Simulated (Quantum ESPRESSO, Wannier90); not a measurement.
# HgO (P3₂21): Wannier90 run

Materials Project entry mp-1077107; symmetrised, unrelaxed at this level. Not found in the COD (Crystallography Open Database) copy used, which has the formula in other groups; not checked further. Level: PBEsol, no spin polarisation, no spin-orbit coupling; pw.x of Quantum ESPRESSO at 68 Ry with PseudoDojo potentials, 6×6×4 k-points, Wannier90. Density: 12×12×4 mesh, Gaussian smearing 0.01 Ry. The cell is built of weakly bound layers, chains or molecules. Database cells relaxed without dispersion often hold them too far apart, which can enlarge gaps and weakens couplings between them; spacing and stacking were not compared with the measured crystal. Spin-orbit coupling is left out although heavy elements are present.

On the energy scale of pw.x, whose zero is arbitrary, the valence-band maximum lies at 8.70 eV.

Input w.win:

```
num_bands = 12
num_wann = 12
exclude_bands = 1-12,16-30,40-69
num_iter = 1000
conv_tol = 1.0e-6
conv_window = 4
write_hr = true
write_u_matrices = true
begin projections
O: s;p
end projections
begin unit_cell_cart
ang
    3.7473101490    0.0000000000    0.0000000000
   -1.8736550745    3.2452657849    0.0000000000
    0.0000000000    0.0000000000    8.8990300000
end unit_cell_cart
begin atoms_frac
Hg  -0.2346700000 -0.2346700000  0.0000000000
Hg   0.2346700000  0.0000000000 -0.3333333333
Hg  -0.0000000000  0.2346700000  0.3333333333
O    0.4449200000  0.4449200000  0.5000000000
O   -0.4449200000  0.0000000000  0.1666666667
O   -0.0000000000 -0.4449200000 -0.1666666667
end atoms_frac
mp_grid = 6 6 4
begin kpoints
0.0000000000 0.0000000000 0.0000000000
0.0000000000 0.0000000000 0.2500000000
0.0000000000 0.0000000000 0.5000000000
... (141 more lines: the 6x6x4 mesh through Gamma)
end kpoints
```

Input of pw2wannier90.x that gives the overlap and projection files (equivalent; here they were cut from one run over all bands):

```
&inputpp
  outdir = './out'
  prefix = 'pwscf'
  seedname = 'w'
  write_amn = .true.
  write_mmn = .true.
/
```

Output w.wout (banner and timings cut):

```
                                    ------
                                    SYSTEM
                                    ------

                              Lattice Vectors (Ang)
                    a_1     3.747310   0.000000   0.000000
                    a_2    -1.873655   3.245266   0.000000
                    a_3     0.000000   0.000000   8.899030

                   Unit Cell Volume:     108.22126  (Ang^3)

                        Reciprocal-Space Vectors (Ang^-1)
                    b_1     1.676719   0.968054  -0.000000
                    b_2     0.000000   1.936108   0.000000
                    b_3     0.000000  -0.000000   0.706053

 *----------------------------------------------------------------------------*
 |   Site       Fractional Coordinate          Cartesian Coordinate (Ang)     |
 +----------------------------------------------------------------------------+
 | hg   1  -0.23467  -0.23467   0.00000   |   -0.43969  -0.76157   0.00000    |
 | hg   2   0.23467   0.00000  -0.33333   |    0.87938   0.00000  -2.96634    |
 | hg   3   0.00000   0.23467   0.33333   |   -0.43969   0.76157   2.96634    |
 | o    1   0.44492   0.44492   0.50000   |    0.83363   1.44388   4.44951    |
 | o    2  -0.44492   0.00000   0.16667   |   -1.66725   0.00000   1.48317    |
 | o    3   0.00000  -0.44492  -0.16667   |    0.83363  -1.44388  -1.48317    |
 *----------------------------------------------------------------------------*
                                ------------
                                K-POINT GRID
                                ------------

             Grid size =  6 x  6 x  4      Total points =  144

 *---------------------------------- MAIN ------------------------------------*
 |  Number of Wannier Functions               :                12             |
 |  Number of Objective Wannier Functions     :                12             |
 |  Number of input Bloch states              :                12             |
 |  Output verbosity (1=low, 5=high)          :                 1             |
 |  Timing Level (1=low, 5=high)              :                 1             |
 |  Optimisation (0=memory, 3=speed)          :                 3             |
 |  Length Unit                               :               Ang             |
 |  Post-processing setup (write *.nnkp)      :                 F             |
 |  Using Gamma-only branch of algorithms     :                 F             |
 *----------------------------------------------------------------------------*
 *------------------------------- WANNIERISE ---------------------------------*
 |  Total number of iterations                :              1000             |
 |  Number of CG steps before reset           :                 5             |
 |  Trial step length for line search         :             2.000             |
 |  Convergence tolerence                     :         0.100E-05             |
 |  Convergence window                        :                 4             |
 |  Iterations between writing output         :                 1             |
 |  Iterations between backing up to disk     :               100             |
 |  Write r^2_nm to file                      :                 F             |
 |  Write xyz WF centres to file              :                 F             |
 |  Write on-site energies <0n|H|0n> to file  :                 F             |
 |  Use guiding centre to control phases      :                 F             |
 |  Use phases for initial projections        :                 F             |
 *----------------------------------------------------------------------------*
 *-------------------------------- PLOTTING ----------------------------------*
 |  Plotting Hamiltonian in WF basis          :                 T             |
 *----------------------------------------------------------------------------*

 *---------------------------------- K-MESH ----------------------------------*
 +----------------------------------------------------------------------------+
 |                    Distance to Nearest-Neighbour Shells                    |
 |                    ------------------------------------                    |
 |          Shell             Distance (Ang^-1)          Multiplicity         |
 |          -----             -----------------          ------------         |
 |             1                   0.176513                      2            |
 |             2                   0.322685                      6            |
 |             3                   0.353026                      2            |
 |             4                   0.367807                     12            |
 |             5                   0.478281                     12            |
 |             6                   0.529540                      2            |
 |             7                   0.558906                      6            |
 |             8                   0.586117                     12            |
       ... (lines left out)
 +----------------------------------------------------------------------------+
 | The b-vectors are chosen automatically                                     |
 | The following shells are used:                       1,  2                 |
 +----------------------------------------------------------------------------+
 |                        Shell   # Nearest-Neighbours                        |
 |                        -----   --------------------                        |
 |                          1               2                                 |
 |                          2               6                                 |
 +----------------------------------------------------------------------------+
 | Completeness relation is fully satisfied [Eq. (B1), PRB 56, 12847 (1997)]  |
 +----------------------------------------------------------------------------+
 |                  b_k Vectors (Ang^-1) and Weights (Ang^2)                  |
 |                  ----------------------------------------                  |
 |            No.         b_k(x)      b_k(y)      b_k(z)        w_b           |
 |            ---        --------------------------------     --------        |
 |             1         0.000000    0.000000    0.176513    16.047803        |
 |             2         0.000000    0.000000   -0.176513    16.047803        |
 |             3         0.000000    0.322685    0.000000     3.201268        |
 |             4         0.279453    0.161342    0.000000     3.201268        |
 |             5         0.000000   -0.322685    0.000000     3.201268        |
 |             6         0.279453   -0.161342    0.000000     3.201268        |
 |             7        -0.279453   -0.161342    0.000000     3.201268        |
 |             8        -0.279453    0.161342    0.000000     3.201268        |
 +----------------------------------------------------------------------------+
 |                           b_k Directions (Ang^-1)                          |
 |                           -----------------------                          |
 |            No.           x           y           z                         |
 |            ---        --------------------------------                     |
 |             1         0.000000    0.000000    0.176513                     |
 |             2         0.000000    0.322685    0.000000                     |
 |             3         0.279453    0.161342    0.000000                     |
 |             4         0.279453   -0.161342    0.000000                     |
 +----------------------------------------------------------------------------+

 Starting a new Wannier90 calculation ...

 Reading overlaps from w.mmn

 Reading projections from w.amn

 *------------------------------- WANNIERISE ---------------------------------*
 +--------------------------------------------------------------------+<-- CONV
 | Iter  Delta Spread     RMS Gradient      Spread (Ang^2)            |<-- CONV
 +--------------------------------------------------------------------+<-- CONV

 ------------------------------------------------------------------------------
 Initial State
  WF centre and spread    1  (  0.800698,  1.386850,  4.449515 )     0.65607411
  WF centre and spread    2  (  0.608901,  1.054647,  4.449515 )     3.64398392
  WF centre and spread    3  (  0.598362,  1.253778,  4.314350 )     2.65707474
  WF centre and spread    4  (  0.726148,  1.039029,  4.585027 )     3.03547360
  WF centre and spread    5  ( -1.601396, -0.000004,  1.483187 )     0.65607570
  WF centre and spread    6  ( -1.217802,  0.000004,  1.483159 )     3.64398108
  WF centre and spread    7  ( -1.201301, -0.000001,  1.483170 )     3.24263631
  WF centre and spread    8  ( -1.445420,  0.000000,  1.483172 )     2.48581516
  WF centre and spread    9  (  0.800695, -1.386852, -1.483187 )     0.65607570
  WF centre and spread   10  (  0.608904, -1.054646, -1.483159 )     3.64398109
  WF centre and spread   11  (  0.598361, -1.253778, -1.348007 )     2.65707504
  WF centre and spread   12  (  0.726148, -1.039029, -1.618682 )     3.03546992
  Sum of centres and spreads (  0.002299,  0.000000, 17.798060 )    30.01371637

      0     0.300E+02     0.0000000000       30.0137163615  <-- CONV
        O_D=      0.0420232 O_OD=      3.3045658 O_TOT=     30.0137164 <-- SPRD
 ------------------------------------------------------------------------------
      1    -0.130E+00     0.3859371919       29.8834511481  <-- CONV
        O_D=      0.0346618 O_OD=      3.1816620 O_TOT=     29.8834511 <-- SPRD
      2    -0.605E-01     0.2892319085       29.8229902381  <-- CONV
        O_D=      0.0285151 O_OD=      3.1273478 O_TOT=     29.8229902 <-- SPRD
      3    -0.329E-01     0.2288039561       29.7901000544  <-- CONV
        O_D=      0.0268749 O_OD=      3.0960978 O_TOT=     29.7901001 <-- SPRD
      4    -0.179E-01     0.1730152110       29.7721978748  <-- CONV
        O_D=      0.0257733 O_OD=      3.0792972 O_TOT=     29.7721979 <-- SPRD
      5    -0.795E-02     0.1167782251       29.7642527399  <-- CONV
        O_D=      0.0255357 O_OD=      3.0715897 O_TOT=     29.7642527 <-- SPRD
       ... (lines left out)
    100    -0.261E-02     0.0699928127       28.3930874571  <-- CONV
        O_D=      0.0232772 O_OD=      1.7026830 O_TOT=     28.3930875 <-- SPRD
       ... (lines left out)
    200    -0.211E-04     0.0039861416       27.9077102240  <-- CONV
        O_D=      0.0244029 O_OD=      1.2161801 O_TOT=     27.9077102 <-- SPRD
       ... (lines left out)
    300    -0.407E-03     0.0234011579       27.9029546579  <-- CONV
        O_D=      0.0244476 O_OD=      1.2113797 O_TOT=     27.9029547 <-- SPRD
       ... (lines left out)
    400    -0.331E-03     0.0186489346       27.7849510222  <-- CONV
        O_D=      0.0251440 O_OD=      1.0926797 O_TOT=     27.7849510 <-- SPRD
       ... (lines left out)
    500    -0.114E-04     0.0030654363       27.7672927453  <-- CONV
        O_D=      0.0251467 O_OD=      1.0750187 O_TOT=     27.7672927 <-- SPRD
       ... (lines left out)
    532    -0.779E-06     0.0009041278       27.7671460053  <-- CONV
        O_D=      0.0251497 O_OD=      1.0748690 O_TOT=     27.7671460 <-- SPRD
    533    -0.759E-06     0.0016162052       27.7671452464  <-- CONV
        O_D=      0.0251495 O_OD=      1.0748684 O_TOT=     27.7671452 <-- SPRD
    534    -0.688E-06     0.0008841772       27.7671445585  <-- CONV
        O_D=      0.0251492 O_OD=      1.0748681 O_TOT=     27.7671446 <-- SPRD
             <<<     Delta < 1.000E-06  over  4 iterations     >>>
             <<< Wannierisation convergence criteria satisfied >>>
 Final State
  WF centre and spread    1  (  1.045525,  1.281104,  4.309626 )     1.54605142
  WF centre and spread    2  (  0.371893,  1.049423,  4.045055 )     3.08180921
  WF centre and spread    3  (  0.586707,  1.546004,  4.589404 )     1.54604093
  WF centre and spread    4  (  0.722875,  0.846773,  4.853974 )     3.08181069
  WF centre and spread    5  ( -1.634017,  0.264243,  1.343585 )     1.54295227
  WF centre and spread    6  ( -1.094774, -0.202031,  1.078428 )     3.08187218
  WF centre and spread    7  ( -1.094759,  0.203255,  1.887339 )     3.08156839
  WF centre and spread    8  ( -1.630448, -0.265489,  1.623328 )     1.54932003
  WF centre and spread    9  (  1.045526, -1.281104, -1.343283 )     1.54604877
  WF centre and spread   10  (  0.371893, -1.049412, -1.078716 )     3.08180683
  WF centre and spread   11  (  0.586705, -1.546003, -1.623061 )     1.54604642
  WF centre and spread   12  (  0.722876, -0.846776, -1.887630 )     3.08181743
  Sum of centres and spreads (  0.000000, -0.000014, 17.798049 )    27.76714457

         Spreads (Ang^2)       Omega I      =    26.667127317
        ================       Omega D      =     0.025149180
                               Omega OD     =     1.074868061
    Final Spread (Ang^2)       Omega Total  =    27.767144558
```
